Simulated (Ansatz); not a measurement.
ScPt3:
```xyz
4
Lattice="3.9773 0.0000 0.0000 0.0000 3.9773 0.0000 0.0000 0.0000 3.9773" Properties=species:S:1:pos:R:3 pbc="T T T"
Sc     0.0000     0.0000     0.0000
Pt     1.9886     1.9886     0.0000
Pt     0.0000     1.9886     1.9886
Pt     1.9886     0.0000     1.9886
```

Relaxed with r²SCAN. Special points in fractions of this cell's reciprocal vectors: Γ (0.000, 0.000, 0.000); X (0.000, 0.500, 0.000); M (0.500, 0.500, 0.000); R (0.500, 0.500, 0.500).

Question: List the band energies nearest the Fermi level at these points for plane-wave PAW r²SCAN (Ansatz code).

Answer: In eV from the Fermi level; about four levels below and three above (degenerate sets whole), none deeper than 8.9 eV; points with the same levels are listed once.

| k | below | above |
|---|---|---|
| Γ | -2.84 -2.84 -2.84 -1.14 -1.14 -0.03 | 0.53 0.53 0.53 |
| X | -2.05 -2.05 -2.04 -0.89 | 0.53 1.89 1.89 |
| M | -2.52 -2.52 -1.76 -1.64 -1.02 | 2.04 2.04 2.51 2.51 |
| R | -2.90 -2.90 -2.90 -2.24 -2.24 -0.14 | 0.05 0.05 0.05 |

Space group Pm-3m (Cu3Au type). The workflow started from a Materials Project entry (that database holds measured and hypothetical structures alike); the Crystallography Open Database files this formula in space group No. 221, but the cells were not matched. Whether it is the stable phase at ambient conditions was not checked. Symmetry was held in the r²SCAN relaxation; its stability against distortions is not shown here. No spin polarisation was allowed. Spin–orbit coupling is left out wherever it is not named.

Potentials: the later of the program's two PAW sets.
